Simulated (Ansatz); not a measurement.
W:
```
CELL_PARAMETERS angstrom
      0.00000     2.00953     2.00953
      2.00953     0.00000     2.00953
      2.00953     2.00953     0.00000
ATOMIC_POSITIONS crystal
  W  0.00000 0.00000 0.00000
```

Relaxed with r²SCAN. Special points in fractions of this cell's reciprocal vectors: Γ (0.000, 0.000, 0.000); X (0.500, 0.000, 0.500); U (0.625, 0.250, 0.625); K (0.375, 0.375, 0.750); L (0.500, 0.500, 0.500); W (0.500, 0.250, 0.750).

Question: List the band energies nearest the Fermi level at these points for DFT-r²SCAN with spin–orbit coupling in the program Ansatz with PAW potentials.

Answer: In eV from the Fermi level; about four levels below and three above (degenerate sets whole), none deeper than 8.9 eV; … stands for higher levels left out; points with the same levels are listed once.

```csv
k,below,above
Γ,-0.81 -0.81 -0.81 -0.81 -0.30 -0.30,…
X,-5.82 -5.82 -4.87 -4.87,2.88 2.88 5.30 5.30
U,-3.59 -3.59 -0.31 -0.31,2.87 2.87 4.92 4.92
L,-1.06 -1.06 -0.51 -0.51,0.39 0.39 5.16 5.16
W,-2.38 -2.38 -2.14 -2.14,1.49 1.49 6.08 6.08
```

Space group Fm-3m (fcc (Cu type)). The workflow started from an entry of the Crystallography Open Database (COD), which files this formula under 6 space groups. It is not the phase usual at ambient conditions (space group No. 229). Symmetry was held in the r²SCAN relaxation. At this level the phase is mechanically unstable. No spin polarisation was allowed.

Potentials: the earlier of the program's two PAW sets.
